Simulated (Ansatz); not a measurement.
Values for one crystal, relaxed and computed with plane-wave PAW r²SCAN (Ansatz code); other levels are named.

Volume per atom: 9.03 Å³
Band gap: 5.07 eV (direct)
HSE06 gap on the r²SCAN cell: 6.04 eV
Static dielectric constant ε0 (ions relaxed, cell fixed): 9.59 (xx = yy), 18.8 (zz)
Electron effective mass: 0.36, 0.36, 0.43 mₑ (principal values)
Valence-band maximum: at Γ
Hole effective mass: 0.40, 1.6, 1.6 mₑ (principal values)

**Question.** Which compound is it?
A. AlN, rock salt
B. Al2O3, R3m (Pearson symbol hR5)
C. ScTaPb2O6, Fm-3m (Sc on 4a, Ta on 4b, Pb on 8c, O on 24e)
D. VPO4, Cmcm (V on 4b, P on 4c, O on 8g, O on 8f)

**Answer.** B, Al2O3, R3m (Pearson symbol hR5)

The workflow started from a Materials Project entry (that database holds measured and hypothetical structures alike); the Crystallography Open Database copy checked does not list it. It is not the phase usual at ambient conditions (space group No. 167). The r²SCAN relaxation kept the symmetry of its start; its stability against distortions is not shown here.

Potentials: the later of the program's two PAW sets.
